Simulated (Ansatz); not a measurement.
Nb3Si2 in space group P4/mbm (No. 127; Nb on 2a, Nb on 4h, Si on 4g) at seven volumes, plane-wave PAW r²SCAN (Ansatz code), shape and atoms relaxed at each. One row is withheld.

| V (Å³/atom) | P (GPa) |
|---|---|
| 14.446 | 23.13 |
| 14.923 | ? |
| 15.399 | 6.55 |
| 15.875 | 0.00 |
| 16.351 | -5.62 |
| 16.828 | -10.41 |
| 17.304 | -14.50 |

**Question.** Fit the shown pressures and predict the withheld one.

**Answer.** P = (3/2)B₀(x^(7/2) − x^(5/2))[1 + (3/4)(B′ − 4)(x − 1)] with x = (V₀/V)^(2/3). Least squares on the six rows gives V₀ = 15.875 Å³/atom, B₀ = 201 GPa, B′ = 4.17. At V = 14.923, x = 1.0421 and P = 14.14 GPa. The run itself gave 14.21 GPa.

The first step of the workflow began from a Materials Project structure, measured or hypothetical; the Crystallography Open Database copy checked does not list it. Whether it is the stable phase at ambient conditions was not checked. The r²SCAN relaxation kept the symmetry of its start; its stability against distortions is not shown here. The run is not spin-polarised.

Potentials: the later of the program's two PAW sets.
